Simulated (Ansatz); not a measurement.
Suppose Ga3Se takes space group P4/mmm (No. 123), with Ga on 2e and 1c; Se on 1a.

All numbers below come from Ansatz 0.2.0, DFT PBE, scalar-relativistic, plane waves, PAW. Cutoff 420 eV, Γ-centred mesh, Gaussian smearing, no spin polarisation.

Formation energies are uncorrected and refer to the elements' standard structures at the same level.

Q: Predict the relaxed structure.

A:

Space group P4/mmm (No. 123). a = 4.371 Å, b = 4.371 Å, c = 4.479 Å, α = 90.00°, β = 90.00°, γ = 90.00°
```
atom  site  symmetry       x       y       z
  Ga    2e      mmm.  0.0000  0.5000  0.5000
  Ga    1c     4/mmm  0.5000  0.5000  0.0000
  Se    1a     4/mmm  0.0000  0.0000  0.0000
```

Ga on a site of symmetry mmm is surrounded by 8 Ga at 3.09–3.13 Å and 4 Se at 3.13 Å; around Ga on a site of symmetry 4/mmm lie 4 Se at 3.09 Å and 8 Ga at 3.13 Å; Se has 12 Ga at 3.09–3.13 Å. Another local minimum with the same sites may exist.

Q: And its energy and gap?

A: The formation energy is −0.05 eV/atom. The gap on the 12×12×10 mesh of the 4-atom cell is 0 eV (a metal). It lies below the elements, which doesn't yet make it stable against other compounds or structures.

The last run used Gaussian smearing of 0.10 eV. An odd number of electrons in the primitive cell allows no gap without spin; a larger cell or a magnetic state could open one. The reference form of Se is held partly by dispersion forces, which this level lacks. Symmetry constrained the relaxation, so the result can be a saddle point.
